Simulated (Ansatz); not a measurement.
MgSnSe₂:
```xyz
4
Lattice="4.0119 0.0000 0.0000 -2.0059 3.4744 0.0000 0.0000 0.0000 6.9164" Properties=species:S:1:pos:R:3 pbc="T T T"
Se     2.0059     1.1581     4.9750
Sn     0.0000     0.0000     0.0000
Se     0.0000     2.3163     1.9414
Mg     0.0000     0.0000     3.4582
```

Relaxed with r²SCAN+D4. Special points in fractions of this cell's reciprocal vectors: Γ (0.000, 0.000, 0.000); M (0.500, 0.000, 0.000); K (0.333, 0.333, 0.000); A (0.000, 0.000, 0.500); L (0.500, 0.000, 0.500); H (0.333, 0.333, 0.500).

Q: List the band energies nearest the valence-band maximum at these points for r²SCAN+D4 with spin–orbit coupling (plane waves, PAW; program Ansatz).

A: In eV from the valence-band maximum; about four levels below and three above (degenerate sets whole), none deeper than 8.9 eV; points with the same levels are listed once.

| k | below | above |
|---|---|---|
| Γ | -2.05 -2.05 -1.91 -1.91 | 1.40 1.40 2.82 2.82 |
| M | -2.24 -2.24 -1.25 -1.25 | 1.00 1.00 2.17 2.17 |
| K | -4.01 -4.01 -3.07 -3.07 | 2.54 2.54 2.72 2.72 |
| A | -1.73 -1.73 0.00 0.00 | 0.73 0.73 2.50 2.50 |
| L | -2.97 -2.97 -2.46 -2.46 | 0.39 0.39 2.28 2.28 |
| H | -2.51 -2.51 -1.44 -1.44 | 0.84 0.84 1.07 1.07 |

Space group P-3m1. A made-up cell: these elements were put on the sites of a structure type; neither database checked (COD, Materials Project) lists it. Its standing as an ambient phase is unchecked. The cell was relaxed with r²SCAN+D4 under the symmetry of its start; whether a distortion lowers the energy is not shown.

Potentials: the later of the program's two PAW sets.
